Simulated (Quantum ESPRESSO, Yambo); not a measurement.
MoTe₂ (space group P6_3/mmc, No. 194): one geometry, one set of norm-conserving PBE (stringent potentials; Quantum ESPRESSO, 107 Ry, scalar-relativistic) orbitals, self-energies from Yambo (3×3×1 Γ-centred k mesh, bands 19 to 475 and a 12 Ry block in the screening, 475 bands in G with the Bruneval-Gonze terminator, plasmon pole fitted at 27.2 eV).

```csv
level,gap Γ → K (eV),direct gap at K (eV)
PBE (Quantum ESPRESSO),0.95,1.03
exchange only (Hartree-Fock self-energy on PBE orbitals),[?],[?]
static COHSEX@PBE,1.50,1.58
"G0W0@PBE, plasmon pole",[?],[?]
```

What belongs in the gaps?


- exchange only (Hartree-Fock self-energy on PBE orbitals), gap Γ → K (eV): 4.85
- exchange only (Hartree-Fock self-energy on PBE orbitals), direct gap at K (eV): 5.41
- G0W0@PBE, plasmon pole, gap Γ → K (eV): 1.17
- G0W0@PBE, plasmon pole, direct gap at K (eV): 1.22

Bare exchange has no screening and gives the widest gap; static COHSEX screens it but leaves out the frequency dependence, which G0W0 restores. The mesh misses a band edge: along a dense path the PBE gap is 0.60 eV against 0.95 eV on the mesh.

Nearest settings tried, and what they do to the gap: 268 bands in G: +1 meV; 268 bands in W, 268 bands in G: -17 meV; 7 Ry block (315 vectors against 713): -44 meV. Not varied: mesh. So the settings aren't converged at that level. The k mesh is coarse.

Spin-orbit coupling is not included.

Geometry relaxed with PBE+D3(BJ); primitive cell a = b = 3.496 Å, c = 13.690 Å, α = β = 90.00°, γ = 120.00°.
